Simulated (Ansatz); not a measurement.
**BaH₂: levels and charges under dearer methods**

A database entry relaxed whole under r2SCAN at zero pressure (Pnma, No. 62):

```
CELL_PARAMETERS angstrom
6.80233 0.00000 0.00000
0.00000 4.14958 0.00000
0.00000 0.00000 7.86160
ATOMIC_POSITIONS crystal
Ba 0.26075 0.25000 0.88661
Ba 0.23925 0.75000 0.38661
Ba 0.76075 0.25000 0.61339
Ba 0.73925 0.75000 0.11339
H 0.02840 0.25000 0.18070
H 0.47160 0.75000 0.68070
H 0.52840 0.25000 0.31930
H 0.97160 0.75000 0.81930
H 0.64566 0.25000 0.92902
H 0.85434 0.75000 0.42902
H 0.14566 0.25000 0.57098
H 0.35434 0.75000 0.07098
```

Its volume is 18.49 Å³ an atom, -0.2 % against the entry's 18.54, a cell as deposited in COD (1994).

Single points on this cell with plane-wave PAW DFT (Ansatz 0.2.0; r2SCAN 500 eV, hybrids 420 eV; fermi-dirac occupations of width 0.020 eV; no moments): r2SCAN on a 4×8×4 Γ-centred mesh; r2SCAN with spin-orbit coupling on a 2×2×2 Γ-centred mesh; HSE06 on a 4×4×2 Γ-centred mesh; PBE0 on a 4×4×2 Γ-centred mesh.

Q: How do gap, pressure and charges move from level to level?

A: The runs give:

```
                          level               gap (eV), or kind  pressure (GPa)  Bader charge of Ba (e)  Bader charge of H (e)
                         r2SCAN                            3.34             0.0                   +1.43                  -0.72
r2SCAN with spin-orbit coupling                            3.34            -0.1                   +1.43                  -0.72
                          HSE06  its mesh misses the band edges            -0.1                   +1.43                  -0.71
                           PBE0  its mesh misses the band edges            -0.1                   +1.43                  -0.71
```

Under r2SCAN the gap is 3.34 eV, over mesh and band path. Spin-orbit coupling moves the r2SCAN gap by +0.00 eV.

Caveats: the relaxation kept the start's symmetry; hybrid pressures are good to a few tenths of a GPa; pressure is positive in compression.
